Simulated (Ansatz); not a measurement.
AlBRu$_{3}$ (cubic perovskite), relaxed and computed with several functionals in Ansatz (plane waves, PAW).

```tsv
functional	a (Å)	ΔH_f (eV/atom)	B₀ by P(V) fit (GPa)
PBEsol	4.012	-0.08	245
r²SCAN	4.026	-0.11	242
PBE	4.051	-0.10	225
```

Typed or built starts, not in the databases checked: AlBRu3, cubic perovskite. Unstable at this level: AlBRu3, cubic perovskite with PBEsol. All cells were relaxed under the symmetry of their starts (and spin orders); stability against distortions was not tested throughout. Rows with no word on spin ran without spin polarisation. Scalar-relativistic: spin–orbit coupling is off unless named, which matters more the heavier the elements.

Potentials: the later of the program's two PAW sets.

Ansatz (a first-principles code) is a plane-wave DFT program.

Formation energies count from the lowest solids of the elements computed at the same level, not from gases.
